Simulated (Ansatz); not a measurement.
Ru (hcp, Mg type)

```xyz
2
Lattice="2.6919 0.0000 0.0000 -1.3459 2.3312 0.0000 0.0000 0.0000 4.2457" Properties=species:S:1:pos:R:3 pbc="T T T"
Ru     0.0000     1.5542     3.1842
Ru     1.3459     0.7771     1.0614
```

Equation-of-state scan: isotropic scaling of the cell above, V₀ being its volume. Symmetry pins the atoms to their sites.

These are PBEsol (plane waves to 420 eV, PAW, scalar-relativistic; Ansatz, an electronic-structure program) values and carry that method's errors. k mesh 20×20×11 (Γ-centred), Fermi-Dirac smearing 0.05 eV. Energies are smeared free energies. With the shape held, the modulus is that of even scaling; a crystal free to change shape is softer. Ru is run without spin polarisation. Ru was relaxed with its symmetry unable to fall. ΔE is measured from the relaxed starting cell. The last digit holds for this mesh only.

```
V (Å³/atom)  ΔE (meV/atom)
-----------  -------------
11.190               515.8
11.545               337.7
11.901               204.1
12.256               108.5
12.611                45.7
12.966                10.8
13.322                 0.0
13.677                 9.8
14.032                37.1
14.387                79.6
14.743               134.9
15.098               201.0
15.453               276.5
```

What is the fitted pressure derivative B₀′?

4.8.

What bulk modulus at fixed cell shape B₀ follows from a third-order Birch-Murnaghan fit?

346 GPa. Check by three points about V = 13.322 Å³/atom, step 0.710: d²E/dV² ≈ (46 − 2·0 + 37) meV / 0.710² = 0.164 eV/Å⁶, and V·d²E/dV² × 160.2 = 351 GPa.

(A scan under strain: stresses follow from slopes of the energy per volume, elastic moduli from its curvatures.)
